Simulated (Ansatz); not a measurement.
Starting cell, Al (fcc, Cu type):

```
Al
1.0
    3.99199     0.00000     0.00000
    0.00000     3.99199     0.00000
    0.00000     0.00000     3.99199
Al
4
Cartesian
  0.00000   0.00000   0.00000
  1.99599   1.99599   0.00000
  1.99599   0.00000   1.99599
  0.00000   1.99599   1.99599
```

In each cell atom 3 (Al, nearest neighbour Al at 2.823 Å; its periodic images, 4.0 Å or more away, move with it) moves by s·(-0.707, -0.707, 0.000) (towards the nearest neighbour), the rest being held.

Method: r2SCAN (plane waves to 500 eV, PAW, scalar-relativistic; Ansatz, a first-principles code). k mesh 9×9×9 (Γ-centred), Fermi-Dirac smearing 0.05 eV. The energy includes the smearing's −TS. Compression counts positive. With partly filled bands, energies and forces of such displacements shift with the k mesh and the smearing. F∥ is the force on the atom along that direction. On this mesh the relaxed cell isn't quite at rest: it carries a pressure of 0.3 GPa (compression positive) at the zero of the scan. Al was relaxed with its symmetry unable to fall. ΔE is measured from the undisplaced structure.

```
s (Å)   P (GPa)  F∥ (eV/Å)  ΔE (meV/cell)
------  -------  ---------  -------------
-0.280      2.1      1.687            ___
-0.224      1.4      1.305            ___
-0.168      0.9      0.953            ___
-0.112      0.6      0.623             35
-0.056      0.3      0.308              9
0.000       0.3      0.000              0
0.056       0.3     -0.308              9
0.112       0.6     -0.623             35
0.168       0.9     -0.953            ___
0.224       1.4     -1.305            ___
0.280       2.1     -1.687            ___
```

Problem. Fill in the missing entries.

Solution. 
- -0.280, ΔE (meV/cell): 225
- -0.224, ΔE (meV/cell): 142
- -0.168, ΔE (meV/cell): 79
- 0.168, ΔE (meV/cell): 79
- 0.224, ΔE (meV/cell): 142
- 0.280, ΔE (meV/cell): 225

(For displaced atoms, the force is minus the slope of the energy, and its curvature is a force constant, which sets phonon frequencies.)
